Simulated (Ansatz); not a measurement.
Y:
```yaml
crystal:
  lattice:
    - [3.67639, 0.00000, 0.00000]
    - [-1.83820, 3.18385, 0.00000]
    - [0.00000, 0.00000, 5.67597]
  atoms:
    - { symbol: Y, position: [0.33333, 0.66667, 0.75000] }
    - { symbol: Y, position: [0.66667, 0.33333, 0.25000] }
```

Relaxed with r²SCAN+D4. Special points in fractions of this cell's reciprocal vectors: Γ (0.000, 0.000, 0.000); M (0.500, 0.000, 0.000); K (0.333, 0.333, 0.000); A (0.000, 0.000, 0.500); L (0.500, 0.000, 0.500); H (0.333, 0.333, 0.500).

Q: List the band energies nearest the Fermi level at these points for DFT-r²SCAN+D4 in the program Ansatz with PAW potentials.

A: In eV from the Fermi level; about four levels below and three above (degenerate sets whole), none deeper than 8.9 eV; points with the same levels are listed once.

```json
[
 {"k": "Γ", "below": "-4.91 -1.86", "above": "0.85 1.94 1.94"},
 {"k": "M", "below": "-1.73 -1.20 -0.79 -0.27", "above": "1.57 1.62 2.31"},
 {"k": "K", "below": "-0.75 -0.75 -0.68 -0.56", "above": "1.22 1.22 2.60"},
 {"k": "A", "below": "-3.39 -3.39", "above": "1.12 1.12 1.84 1.84 1.84 1.84"},
 {"k": "L", "below": "-1.67 -1.67", "above": "0.11 0.11 1.39 1.39"},
 {"k": "H", "below": "-0.44 -0.44 -0.28 -0.28", "above": "0.36 0.36 3.05 3.05"}
]
```

Space group P6_3/mmc (hcp (Mg type)). The cell was relaxed with r²SCAN+D4 under the symmetry of its start. No spin polarisation was allowed. The pairwise dispersion correction was not fitted to metals. Spin–orbit coupling is left out wherever it is not named.

Potentials: the later of the program's two PAW sets.
